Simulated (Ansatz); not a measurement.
GaN:
```cif
data_Ga6N6
_chemical_formula_sum 'Ga6 N6'
_space_group_name_H-M_alt 'P63mc'
_space_group_IT_number 186
_space_group_name_Hall 'P 6c -2c'
_cell_length_a 3.18117
_cell_length_b 3.18117
_cell_length_c 15.57195
_cell_angle_alpha 90.000
_cell_angle_beta 90.000
_cell_angle_gamma 120.000
loop_
_atom_site_label
_atom_site_type_symbol
_atom_site_symmetry_multiplicity
_atom_site_Wyckoff_symbol
_atom_site_fract_x
_atom_site_fract_y
_atom_site_fract_z
_atom_site_occupancy
Ga1 Ga 2 a 0.00000 0.00000 0.49975 1
Ga2 Ga 2 b 0.33333 0.66667 0.33330 1
Ga3 Ga 2 b 0.66667 0.33333 0.16657 1
N1 N 2 a 0.00000 0.00000 0.37464 1
N2 N 2 b 0.33333 0.66667 0.20807 1
N3 N 2 b 0.66667 0.33333 0.04136 1
```

Relaxed with r²SCAN.

Task: Decompose the optical modes at the zone centre into irreducible representations, and say which are infrared and Raman allowed.

Result: Point group 6mm: Γ_opt = 5A1 + 6B1 + 5E1 + 6E2. Infrared: A1, E1. Raman: A1, E1, E2.

Task: Assign frequencies (DFPT, the program Ansatz at the r²SCAN level (PAW); without the LO–TO term).

Result: E2 78, E2 79, E1 125, E1 127, E2 141, B1 168, B1 169, A1 292, A1 294, B1 340, A1 541, E1 549, E2 551, E2 557, E1 561, E1 567, E2 569, B1 697, A1 706, A1 708, B1 725, B1 727 cm⁻¹.

Subscripts of B labels follow the axes of the standard setting.

Space group P6_3mc. The cell is a constructed one: a structure type filled with these elements. Its sites differ from those of the usual phase in this space group: another stacking or structure type. The r²SCAN relaxation kept the symmetry of its start; its stability against distortions is not shown here.

Potentials: the later of the program's two PAW sets.
